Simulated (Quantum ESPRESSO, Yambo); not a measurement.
For Sr$_{2}$NO$_{6}$H$_{3}$ (space group P-62m, No. 189), Yambo gives the independent-particle static dielectric constant along x as 3.41 on LDA bands and 2.72 after a scissor of 3.73 eV widens every gap (3×3×6 mesh, 112 bands, 3 Ry local-field block, 0.2 eV broadening). Axes are Cartesian, with cell vectors (Å) (6.70, 0.00, 0.00), (-3.35, 5.81, 0.00), (0.00, 0.00, 3.59).

Task: A scissor keeps the position matrix elements. In a one-oscillator model, how does ε − 1 scale, and what mean transition energy do the two values imply?

Result: Each transition adds |r|²/E to ε − 1, so ε − 1 ∝ 1/(E0 + Δ). Then (2.72 − 1)/(3.41 − 1) = E0/(E0 + Δ) = 0.714, and E0 = Δ(ε' − 1)/(ε − ε') = 9.3 eV. The computed Im ε, weighted by 1/E up to 20 eV, has its mean at 9.3 eV; the smallest direct LDA gap is 3.30 eV. The scissor comes from a G0W0 run whose convergence isn't established. Convergence of the RPA response with its 3×3×6 mesh was not tested.

Bands from Quantum ESPRESSO.

Geometry of the Materials Project entry, not relaxed at this level; primitive cell a = b = 6.7043 Å, c = 3.5915 Å, α = β = 90.00°, γ = 120.00°.
